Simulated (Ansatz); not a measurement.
## BiTe: do energies and stresses tell the same story?

Method: DFT r2SCAN, scalar-relativistic, plane waves, PAW in Ansatz.

Cutoff 500 eV; k points 12×12×12 on the computed 2-atom cell (Γ-centred); Gaussian smearing, width 0.10 eV; no spin polarisation.

Relaxed cell: R-3m, a = 4.822 Å, b = 4.822 Å, c = 9.891 Å, α = 90.00°, β = 90.00°, γ = 120.00°, 2 atoms in the primitive cell. Whether it is the stable form of this composition wasn't checked.

Energies at zero smearing and pressures from the stress tensor, at volumes with shape and atoms relaxed:
```
V (Å³/atom) E − E(first) (meV/atom) P (GPa)
     29.210                     0.00     7.36
     30.205                   -38.87     5.13
     31.201                   -64.56     3.20
     32.197                   -78.91     1.47
     33.193                   -83.10    -0.01
     34.189                   -78.55    -1.31
```

Task: Check P = −dE/dV between neighbouring volumes, and get the bulk modulus from the pressures alone.

Result: With 1 eV/Å³ = 160.2 GPa:
| middle V (Å³/atom) | −ΔE/ΔV (GPa) | mean P (GPa) |
| --- | --- | --- |
| 29.708 | 6.254 | 6.249 |
| 30.703 | 4.133 | 4.164 |
| 31.699 | 2.310 | 2.333 |
| 32.695 | 0.673 | 0.728 |
| 33.691 | -0.731 | -0.660 |

The two differ by 0.07 GPa at most. The mean of two end pressures misses the average over a step by about ΔV² P″/12, up to 0.02 GPa here; with that taken off 0.05 GPa remains. The stress is the derivative of the free energy, not of the energy at zero smearing, and with free energies 0.01 GPa remains. Around V = 33.193 Å³/atom, the two neighbours give B = −V ΔP/ΔV = 33.193 × 2.78 / 1.992 = 46.3 GPa, against B0 = 47.3 GPa from the Birch–Murnaghan fit of the energies.

Spin–orbit coupling is left out, which can shift energies with elements as heavy as these.